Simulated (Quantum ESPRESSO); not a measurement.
# Zr2GaTiO7F: input and log of a self-consistent run

A calculation, not a measurement. The program is pw.x of Quantum ESPRESSO 7.5 (plane-wave density functional theory). The cell is made up: 12 atoms on a fluorite lattice, with randomly drawn elements, strain and displacements, not relaxed. PseudoDojo standard norm-conserving files (v0.5 for PBE, v0.4.1 for LDA and PBEsol) set the functional; there is no spin polarisation, spin-orbit coupling or dispersion term, and the masses in the input are unused placeholders. A spin-polarised start on this cell or one of its family kept no moment above 0.05 Bohr magneton at the same smearing; a narrower smearing was not tried.

Input:

```
&control calculation='scf', pseudo_dir='./dojo.nc.sr.pbe.v0_5.standard.upf', outdir='./o', disk_io='low', tprnfor=.true., tstress=.true. /
&system ibrav=0, nat=12, ntyp=5, nbnd=59, ecutwfc=84.00895049, nosym=.true., tot_charge=0,
 occupations='smearing', smearing='fd', degauss=0.0073498644
/
&electrons conv_thr=7.350e-09, electron_maxstep=60, /
ATOMIC_SPECIES
F 1.0 F.upf
Ga 1.0 Ga.upf
O 1.0 O.upf
Ti 1.0 Ti.upf
Zr 1.0 Zr.upf
CELL_PARAMETERS angstrom
5.1802 0.028 0.0586
0.028 5.12 0.0152
0.0586 0.0152 4.9926
ATOMIC_POSITIONS angstrom
Zr 0.0814 -0.0723 -0.066
Zr 0.02 2.5846 2.5225
Ga 2.6432 -0.064 2.5622
Ti 2.6496 2.4984 0.0422
O 1.2415 1.3346 1.2455
O 1.2977 1.3383 3.8048
O 1.3486 3.8115 1.2312
O 1.4262 3.8676 3.8141
O 3.8524 1.3105 1.2937
O 3.8892 1.2887 3.6998
O 3.9406 3.8454 1.2717
F 3.9762 3.9946 3.7764
K_POINTS automatic
6 6 7 1 1 1
```

The log is shortened where brackets say so; the opening notice, blank lines, dates and the lines on written files are dropped, and the path of the files is cut. It prints rydbergs, bohrs and kilobars, and counts compression as positive stress.

```
     Program PWSCF v.7.5
     Parallel version (MPI & OpenMP), running on       4 processor cores
     Number of MPI processes:                 4
     Threads/MPI process:                     1
     [start-up lines left out]
     bravais-lattice index     =            0
     lattice parameter (alat)  =       9.7899  a.u.
     unit-cell volume          =     893.4404 (a.u.)^3
     number of atoms/cell      =           12
     number of atomic types    =            5
     number of electrons       =        98.00
     number of Kohn-Sham states=           59
     kinetic-energy cutoff     =      84.0090  Ry
     charge density cutoff     =     336.0358  Ry
     scf convergence threshold =      7.3E-09
     mixing beta               =       0.7000
     number of iterations used =            8  plain     mixing
     Exchange-correlation= PBE
                           (   1   4   3   4   0   0   0)
     [axes and pseudopotential details left out]
   Cartesian axes
     site n.     atom                  positions (alat units)
         1        Zr     tau(   1) = (   0.0157124  -0.0139559  -0.0127398  )
         2        Zr     tau(   2) = (   0.0038606   0.4988991   0.4869120  )
         3        Ga     tau(   3) = (   0.5102105  -0.0123538   0.4945752  )
         4        Ti     tau(   4) = (   0.5114458   0.4822601   0.0081458  )
         5        O      tau(   5) = (   0.2396437   0.2576146   0.2404158  )
         6        O      tau(   6) = (   0.2504919   0.2583288   0.7344313  )
         7        O      tau(   7) = (   0.2603170   0.7357246   0.2376555  )
         8        O      tau(   8) = (   0.2752959   0.7465534   0.7362265  )
         9        O      tau(   9) = (   0.7436194   0.2529626   0.2497198  )
        10        O      tau(  10) = (   0.7507228   0.2487546   0.7141634  )
        11        O      tau(  11) = (   0.7606444   0.7422682   0.2454732  )
        12        F      tau(  12) = (   0.7675162   0.7710679   0.7289493  )
     number of k points=   126  Fermi-Dirac smearing, width (Ry)=  0.0073
     Number of k-points >= 100: set verbosity='high' to print them.
     Dense  grid:    92983 G-vectors     FFT dimensions: (  60,  60,  60)
     Estimated max dynamical RAM per process >     491.16 MB
     Estimated total dynamical RAM >       1.85 GB
     Initial potential from superposition of free atoms
     starting charge      97.9910, renormalised to      98.0000
     Starting wfcs are   71 randomized atomic wfcs
     total cpu time spent up to now is       10.4 secs
     per-process dynamical memory:   439.4 Mb
     Self-consistent Calculation
     iteration #  1     ecut=    84.01 Ry     beta= 0.70
     Davidson diagonalization with overlap
     ethr =  1.00E-02,  avg # of iterations =  2.0
     total cpu time spent up to now is       31.2 secs
     total energy              =    -753.40617778 Ry
     estimated scf accuracy    <       4.90802559 Ry
     iteration #  2     ecut=    84.01 Ry     beta= 0.70
     Davidson diagonalization with overlap
     ethr =  5.01E-03,  avg # of iterations =  4.3
     total cpu time spent up to now is       62.3 secs
     total energy              =    -748.49929439 Ry
     estimated scf accuracy    <      56.78419219 Ry
     iteration #  3     ecut=    84.01 Ry     beta= 0.70
     Davidson diagonalization with overlap
     ethr =  5.01E-03,  avg # of iterations =  6.9
     total cpu time spent up to now is       90.5 secs
     total energy              =    -755.71263112 Ry
     estimated scf accuracy    <       3.49132440 Ry
     iteration #  4     ecut=    84.01 Ry     beta= 0.70
     Davidson diagonalization with overlap
     ethr =  3.56E-03,  avg # of iterations =  2.4
     total cpu time spent up to now is      112.1 secs
     total energy              =    -756.04397862 Ry
     estimated scf accuracy    <       0.97898923 Ry
     iteration #  5     ecut=    84.01 Ry     beta= 0.70
     Davidson diagonalization with overlap
     ethr =  9.99E-04,  avg # of iterations =  7.2
     total cpu time spent up to now is      136.4 secs
     total energy              =    -755.95617396 Ry
     estimated scf accuracy    <       0.56632657 Ry
     [iterations 6 to 11 left out]
     iteration # 12     ecut=    84.01 Ry     beta= 0.70
     Davidson diagonalization with overlap
     ethr =  5.75E-08,  avg # of iterations =  1.1
     total cpu time spent up to now is      301.8 secs
     total energy              =    -756.00373906 Ry
     estimated scf accuracy    <       0.00000138 Ry
     iteration # 13     ecut=    84.01 Ry     beta= 0.70
     Davidson diagonalization with overlap
     ethr =  1.41E-09,  avg # of iterations =  4.8
     total cpu time spent up to now is      329.7 secs
     total energy              =    -756.00373973 Ry
     estimated scf accuracy    <       0.00000077 Ry
     iteration # 14     ecut=    84.01 Ry     beta= 0.70
     Davidson diagonalization with overlap
     ethr =  7.89E-10,  avg # of iterations =  2.0
     total cpu time spent up to now is      351.0 secs
     total energy              =    -756.00373987 Ry
     estimated scf accuracy    <       0.00000006 Ry
     iteration # 15     ecut=    84.01 Ry     beta= 0.70
     Davidson diagonalization with overlap
     ethr =  6.61E-11,  avg # of iterations =  4.2
     total cpu time spent up to now is      375.4 secs
     total energy              =    -756.00373988 Ry
     estimated scf accuracy    <       0.00000002 Ry
     iteration # 16     ecut=    84.01 Ry     beta= 0.70
     Davidson diagonalization with overlap
     ethr =  2.47E-11,  avg # of iterations =  2.0
     total cpu time spent up to now is      395.6 secs
     End of self-consistent calculation
     Number of k-points >= 100: set verbosity='high' to print the bands.
     the Fermi energy is    11.1636 ev
!    total energy              =    -756.00373988 Ry
     estimated scf accuracy    <          5.0E-09 Ry
     smearing contrib. (-TS)   =      -0.00084526 Ry
     internal energy E=F+TS    =    -756.00289463 Ry
     The total energy is F=E-TS. E is the sum of the following terms:
     one-electron contribution =    -180.10755957 Ry
     hartree contribution      =     154.90177008 Ry
     xc contribution           =    -169.04936524 Ry
     ewald contribution        =    -561.74773989 Ry
     convergence has been achieved in  16 iterations
     Forces acting on atoms (cartesian axes, Ry/au):
     atom    1 type  5   force =     0.05321044    0.10365709    0.10665561
     atom    2 type  5   force =     0.07141198   -0.08605777   -0.09785744
     atom    3 type  2   force =    -0.04745671    0.06214677   -0.06902055
     atom    4 type  4   force =    -0.07668537   -0.09603721    0.10559186
     atom    5 type  3   force =     0.01871133    0.00001861   -0.01036026
     atom    6 type  3   force =     0.02166683    0.01247631   -0.00275483
     atom    7 type  3   force =     0.01742371    0.00715231    0.01635098
     atom    8 type  3   force =     0.02714609   -0.00786515   -0.05140809
     atom    9 type  3   force =    -0.03013025    0.02049838   -0.04150822
     atom   10 type  3   force =    -0.02229648    0.03253560    0.03846871
     atom   11 type  3   force =    -0.02241909   -0.00502484    0.00058638
     atom   12 type  1   force =    -0.01058249   -0.04350009    0.00525585
     Total force =     0.312994     Total SCF correction =     0.000134
     Computing stress (Cartesian axis) and pressure
          total   stress  (Ry/bohr**3)                   (kbar)     P=      -71.36
  -0.00094264  -0.00006934  -0.00004446         -138.67      -10.20       -6.54
  -0.00006934  -0.00055112  -0.00001755          -10.20      -81.07       -2.58
  -0.00004446  -0.00001755   0.00003851           -6.54       -2.58        5.67
     init_run     :      9.70s CPU     10.25s WALL (       1 calls)
     electrons    :    381.55s CPU    385.23s WALL (       1 calls)
     forces       :      4.03s CPU      4.06s WALL (       1 calls)
     stress       :     14.13s CPU     14.19s WALL (       1 calls)
     [timing details left out]
     PWSCF        :   6m49.64s CPU   6m54.12s WALL
     JOB DONE.
```

In other units: free energy -10285.955 eV for the cell, pressure -7.14 GPa, largest force component 2.742 eV/Å. A rerun of a related cell, with the same atoms placed differently, at a cutoff of 1467 eV and k mesh 8 x 8 x 9 moved values by no more than 0.004 eV in energy, 0.04 GPa in stress and 0.002 eV/Å in force.